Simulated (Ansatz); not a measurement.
CuCl:
```yaml
crystal:
  lattice:
    - [0.00000, 2.71203, 2.71203]
    - [2.71203, 0.00000, 2.71203]
    - [2.71203, 2.71203, 0.00000]
  atoms:
    - { symbol: Cu, position: [0.00000, 0.00000, 0.00000] }
    - { symbol: Cl, position: [0.75000, 0.75000, 0.75000] }
```

x, y and z are the axes in which the lattice vectors are written.

Q: Give the proper piezoelectric stress tensor with relaxed ions from DFT-PBE in the program Ansatz with PAW potentials.

A: In C/m², rows x, y, z, Voigt columns; mesh uncertainty up to 0.01.
```
 0.00   0.00   0.00  -0.43   0.00   0.00
 0.00   0.00   0.00   0.00  -0.43   0.00
 0.00   0.00   0.00   0.00   0.00  -0.43
```

The elastic tensor of the same run (GPa):

```csv
,1,2,3,4,5,6
1,57.0,44.5,44.5,0.0,0.0,0.0
2,44.5,57.0,44.5,0.0,0.0,0.0
3,44.5,44.5,57.0,0.0,0.0,0.0
4,0.0,0.0,0.0,15.9,0.0,0.0
5,0.0,0.0,0.0,0.0,15.9,0.0
6,0.0,0.0,0.0,0.0,0.0,15.9
```

Q: Convert to strain constants d = e·S.

A: In pC/N:
```
  0.0    0.0    0.0  -27.1    0.0    0.0
  0.0    0.0    0.0    0.0  -27.1    0.0
  0.0    0.0    0.0    0.0    0.0  -27.1
```

Space group F-43m (zinc blende). The cell was relaxed with PBE under the symmetry of its start; phonons on a q-mesh show no instability. The run is not spin-polarised.

Potentials: the later of the program's two PAW sets.
